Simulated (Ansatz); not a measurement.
Na$_{2}$SrO$_{2}$ (P-3m1) at 3 levels of theory

One geometry, relaxed with PBE; plane waves with PAW potentials in Ansatz, scalar-relativistic. No spin polarisation. Gaps are the least over mesh and band path; pressure is positive in compression, and isn't given for hybrids.

```yaml
crystal:
  lattice:
    - [3.78924, 0.00000, 0.00000]
    - [-1.89462, 3.28157, 0.00000]
    - [0.00000, 0.00000, 6.27136]
  atoms:
    - { symbol: Na, position: [0.66667, 0.33333, 0.63028] }
    - { symbol: Na, position: [0.33333, 0.66667, 0.36972] }
    - { symbol: Sr, position: [0.00000, 0.00000, 0.00000] }
    - { symbol: O, position: [0.66667, 0.33333, 0.23137] }
    - { symbol: O, position: [0.33333, 0.66667, 0.76863] }
```

```json
{"level": "PBE", "cutoff (eV)": "420", "k mesh": "6×6×4", "gap (eV)": "2.63", "pressure (GPa)": "0.0"}
```

Task: What comes out on the same cell with r2SCAN, HSE06?

Result:
| level | cutoff (eV) | k mesh | gap (eV) | pressure (GPa) |
| --- | --- | --- | --- | --- |
| r2SCAN | 500 | 6×6×4 | 3.19 | -2.2 |
| HSE06 | 420 | 6×6×4 | 4.05 | - |

It was reached by relaxing an invented guess, and it needn't be the stable form of this composition.
